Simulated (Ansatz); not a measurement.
Input file for Ansatz (a first-principles code):

Ansatz 0.2 input:
```yaml
crystal:
  lattice:
    - [4.7565534141, 0.0, 0.0]
    - [-2.378276707, 4.119296091, 0.0]
    - [0.0, 0.0, 5.2060099713]
  atoms:
    - { symbol: Be, position: [0.4698247829, 0.0, 0.3333333333] }
    - { symbol: Be, position: [0.0, 0.4698247829, 0.6666666667] }
    - { symbol: Be, position: [0.5301752171, 0.5301752171, 0.0] }
    - { symbol: F, position: [0.4151184092, 0.267909099, 0.2142769963] }
    - { symbol: F, position: [0.732090901, 0.1472093102, 0.5476103297] }
    - { symbol: F, position: [0.8527906898, 0.5848815908, 0.880943663] }
    - { symbol: F, position: [0.267909099, 0.4151184092, 0.7857230037] }
    - { symbol: F, position: [0.1472093102, 0.732090901, 0.4523896703] }
    - { symbol: F, position: [0.5848815908, 0.8527906898, 0.119056337] }
kpoints:
  mp_grid: { grid: [4, 4, 3] }
hamiltonian:
  xc: hse06
  pseudopotentials: { azcp: { folder: ./paw }, kind: paw }
scf:
  n_extra_bands: 9
  occupations: { method: fixed }
output:
  eigenvalues: true
  eigenstates:
    e_range: [-9.0, 20.6]
    kpoints:
      - [0.333333, 0.333333, 0.0]  # VBM
      - [0.0, 0.0, 0.0]  # CBM
      - [0.0, 0.0, 0.0]  # GAMMA
      - [0.0, 0.0, 0.5]  # A
      - [0.3333333333, 0.3333333333, 0.0]  # K
      - [0.3333333333, 0.3333333333, 0.5]  # H
      - [0.5, 0.0, 0.0]  # M
      - [0.5, 0.0, 0.5]  # L
```

Output (shortened):

```
Pseudopotential: Be, paw, valence charge 2
Pseudopotential: F, paw, valence charge 7
Functional definition: HSE06
davidson cushion auto → on  (no smearing: the cushion is to keep the highest requested band from converging to the state above it …
Crystal: 9 atoms, lattice volume = 102.005 Å³
Basis set: ecut = 420 eV, 1991 PW (Γ)
Bands: 33, of which v1, the nominal top of the filled ones, is band 24 counted from 1 (23 counted from 0)
Symmetry: 6 space group operations
Space group: P3121 (ITA 152), of the structure as read, at distance tolerance 4.7e-5 Å
k-points: 9 of 48 (time reversal used)
SCF iter   1: F=—  HF=-5142.435617 eV  |F-HF|=—  |Δ(HF+E_count)|=         —  Δρ=8.22e-2  dr2=5.10e0  ethr=1.00e-1  ⟨swp⟩=7.0  Hψ=1134  notcnv=0
preconditioner: auto → none
SCF iter   2: F=—  HF=-5141.213081 eV  |F-HF|=—  |Δ(HF+E_count)|=    1.22e0  Δρ=3.80e-2  dr2=5.52e-1  ethr=1.06e-2  ⟨swp⟩=3.2  Hψ=871  notcnv=0
SCF iter   3: F=—  HF=-5141.097560 eV  |F-HF|=—  |Δ(HF+E_count)|=   1.16e-1  Δρ=1.18e-2  dr2=7.90e-2  ethr=1.15e-3  ⟨swp⟩=3.1  Hψ=759  notcnv=0
iter 4 solved again at ethr=4.83e-6 eV; its pass at ethr=1.65e-4 eV (dr2=2.32e-3 eV) is discarded
SCF iter   4: F=-5141.122323 eV  HF=-5141.121874 eV  |F-HF|=4.48e-4  |Δ(HF+E_count)|=   2.43e-2  Δρ=1.88e-3  dr2=2.54e-3  ethr=4.83e-6  ⟨swp⟩=3.4  Hψ=1592  notcnv=0
SCF 1 stopped early in 4 iterations: F = -5141.122323 eV  dr2 = 2.54e-3
Crystal: 9 atoms, lattice volume = 102.005 Å³
Exchange kernel: α = 0.2500, screened, ω = 0.2079 Å⁻¹, Wigner–Seitz truncation, v(0) = 1039.5467 eV·Å³, q-mesh 4×4×3, nearest image of the exchange supercell L …
Frozen-core exchange: fock
SCF iter   1: F=—  HF=-5140.837187 eV  |F-HF|=—  |Δ(HF+E_count)|=         —  Δρ=8.68e-3  dr2=7.45e-2  ethr=5.30e-5  ⟨swp⟩=5.7  Hψ=1277  notcnv=0
preconditioner: auto → none
SCF iter   2: F=—  HF=-5140.817977 eV  |F-HF|=—  |Δ(HF+E_count)|=   1.92e-2  Δρ=3.03e-3  dr2=5.67e-3  ethr=5.30e-5  ⟨swp⟩=3.1  Hψ=885  notcnv=0
SCF iter   3: F=—  HF=-5140.826465 eV  |F-HF|=—  |Δ(HF+E_count)|=   8.49e-3  Δρ=4.68e-4  dr2=2.01e-4  ethr=9.56e-6  ⟨swp⟩=3.9  Hψ=779  notcnv=0
SCF iter   4: F=-5140.826453 eV  HF=-5140.826454 eV  |F-HF|=1.52e-6  |Δ(HF+E_count)|=   1.09e-5  Δρ=5.16e-5  dr2=6.18e-6  ethr=2.90e-7  ⟨swp⟩=3.7  Hψ=911  notcnv=0
SCF 2 stopped early in 4 iterations: F = -5140.826453 eV  dr2 = 6.18e-6
hybrid outer 1: dexx = +1.201e-2 eV, tail = 3.27e-5 eV
Crystal: 9 atoms, lattice volume = 102.005 Å³
Exchange kernel: α = 0.2500, screened, ω = 0.2079 Å⁻¹, Wigner–Seitz truncation, v(0) = 1039.5467 eV·Å³, q-mesh 4×4×3, nearest image of the exchange supercell L …
Frozen-core exchange: fock
SCF iter   1: F=—  HF=-5140.827044 eV  |F-HF|=—  |Δ(HF+E_count)|=         —  Δρ=9.46e-5  dr2=2.06e-6  ethr=3.41e-7  ⟨swp⟩=4.0  Hψ=793  notcnv=0
preconditioner: auto → none
iter 2 solved again at ethr=3.82e-10 eV; its pass at ethr=4.09e-9 eV (dr2=1.83e-7 eV) is discarded
SCF iter   2: F=—  HF=-5140.827044 eV  |F-HF|=—  |Δ(HF+E_count)|=   3.10e-7  Δρ=2.52e-5  dr2=2.52e-7  ethr=3.82e-10  ⟨swp⟩=2.6  Hψ=1571  notcnv=0
SCF iter   3: F=—  HF=-5140.827045 eV  |F-HF|=—  |Δ(HF+E_count)|=   8.31e-7  Δρ=1.35e-5  dr2=1.33e-7  ethr=3.81e-10  ⟨swp⟩=5.9  Hψ=1107  notcnv=0
SCF iter   4: F=-5140.827045 eV  HF=-5140.827045 eV  |F-HF|=1.12e-8  |Δ(HF+E_count)|=   4.15e-8  Δρ=4.05e-6  dr2=1.45e-8  ethr=2.72e-10  ⟨swp⟩=4.0  Hψ=936  notcnv=0
SCF 3 converged in 4 iterations: F = -5140.827045 eV  dr2 = 1.45e-8
hybrid outer 2: dexx = +9.791e-7 eV, tail = 3.89e-8 eV, Δε = 1.02e-3 eV (about 3.80e-5 eV left of the loop's levels)
the search or the solves at the SCF's close seem to have found levels that the self-consistency loop had missed (the run counts 1) …
NSCF: frozen V_eff on 8 k-points
hybrid SCF converged: 2 outer / 8 inner (+4 warm-up), last move |dexx| = 9.79e-7 eV, tail = 3.89e-8 eV
Stability not checked (fock_operator)
Free energy (F): -5140.827045 eV
Frozen-core exchange: fock
Harris-Foulkes:  -5140.827045 eV  (|F-HF|=1.12e-8)
Internal energy: -5140.827045 eV  (E = F + TS)
E sigma→0 (E₀):  -5140.827045 eV
Fermi energy:    -3.483470 eV
--- Per-component energies (eV) ---
  E_band       = -497.619669
  E_kinetic    = 1263.152218
  E_local      = -4223.054594  (includes V_loc(G=0)·N_el)
  E_nonlocal   = 528.124655
  E_hartree    = 1574.878454
  E_xc         = -418.707992
  E_vxc        = -519.321948  (∫ρ·V_xc dr)
  E_exx        = -169.771198  (= α·E_x^exact, valence–valence)
  E_paw        = -1345.434046  (= ΣΔE_a)
  E_vpaw       = -356.736119  (= ΣTr[D̂ρ^β])
  E_aug_tail   = 0.004262  (compensation charges beyond the density's cutoff)
  E_ewald      = -2349.811917
  E_core_change = -0.206888  (= ΣΔE_core)
  E_smearing   =  0.000000  (= −TS)
  E_closure    =  0.000000  (closes the sum)
  Σ components = -5140.827045   (vs F -5140.827045, Δ=0.00e0)
  [band-id]    e_kinetic+e_local+e_nonlocal+2·e_hartree+e_vxc+2·e_exx+e_vpaw+e_augmentation_tail = -497.617013   (vs E_band -497.619669, Δ=2.66e-3)
--- Band table (eV; the first three rows and the last of 9) ---
  k-point 0: bands = ["-26.0554", "-25.3448", "-25.3448", "-25.1073", "-25.1073", "-25.0993", "-8.0337", "-8.0337", "-7.1295", "-6.9041", "-6.9041", "-6.8939", "-5.3751", "-5.3751", "-5.2601", "-5.1438", "-4.1471", "-4.1471", "-4.0291", "-4.0203", "-4.0203", …
  k-point 1: bands = ["-25.9424", "-25.6590", "-25.1472", "-25.1110", "-25.1041", "-25.0966", "-8.4601", "-7.4811", "-7.2431", "-7.2053", "-7.0643", "-6.4092", "-5.3136", "-5.2034", "-5.1235", "-4.7560", "-4.5434", "-4.4295", "-4.2317", "-4.2010", "-4.0594", …
  k-point 2: bands = ["-25.9597", "-25.4240", "-25.3357", "-25.1332", "-25.1204", "-25.1008", "-8.1330", "-7.9198", "-7.1184", "-6.9646", "-6.8582", "-6.5695", "-5.6030", "-5.3239", "-5.1771", "-4.8536", "-4.4842", "-4.2934", "-4.2202", "-4.0627", "-3.9907", …
  k-point 8: bands = ["-25.7651", "-25.5731", "-25.3568", "-25.1460", "-25.1346", "-25.1167", "-8.1147", "-7.6421", "-7.4259", "-6.9418", "-6.6830", "-6.4885", "-5.6044", "-5.3831", "-5.0517", "-4.8545", "-4.6133", "-4.5132", "-4.1951", "-4.0984", "-3.9787", …
```

Cost: around 2.5 core-minutes (rough) on shared cores.

The points marked VBM and CBM come from a semilocal run.

Space group P3_121. The workflow started from a Materials Project entry (that database holds measured and hypothetical structures alike); the Crystallography Open Database files this formula in space group No. 152, but the cells were not matched. Its standing as an ambient phase is unchecked. The PBEsol relaxation kept the symmetry of its start; its stability against distortions is not shown here.

Potentials: the earlier of the program's two PAW sets.

Ansatz is a plane-wave DFT program.
